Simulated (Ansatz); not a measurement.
Given:

GaN:
```yaml
crystal:
  lattice:
    - [3.15410, 0.00000, 0.00000]
    - [-1.57705, 2.73153, 0.00000]
    - [0.00000, 0.00000, 7.59892]
  atoms:
    - { symbol: Ga, position: [0.66667, 0.33333, 0.25000] }
    - { symbol: Ga, position: [0.33333, 0.66667, 0.75000] }
    - { symbol: N, position: [0.00000, 0.00000, 0.75000] }
    - { symbol: N, position: [0.00000, 0.00000, 0.25000] }
```

This is the LDA-relaxed structure.

### Question
All from DFT-LDA in the program Ansatz with PAW potentials, unless another level is named. Give the bulk modulus (Birch–Murnaghan fit).

### Answer
13.7 GPa.

### Question
And the highest zone-centre frequency (without LO–TO term)?

### Answer
745 cm^-1.

Space group P6_3/mmc. The first step of the workflow began from a Materials Project structure, measured or hypothetical; the Crystallography Open Database copy checked does not list it. It is not the phase usual at ambient conditions (space group No. 186, 216). The LDA relaxation kept the symmetry of its start; phonons on a q-mesh show weakly imaginary modes. A crystal of weakly bound layers computed without a dispersion correction: the cell and the soft elastic constants depend strongly on that.

Potentials: the earlier of the program's two PAW sets.
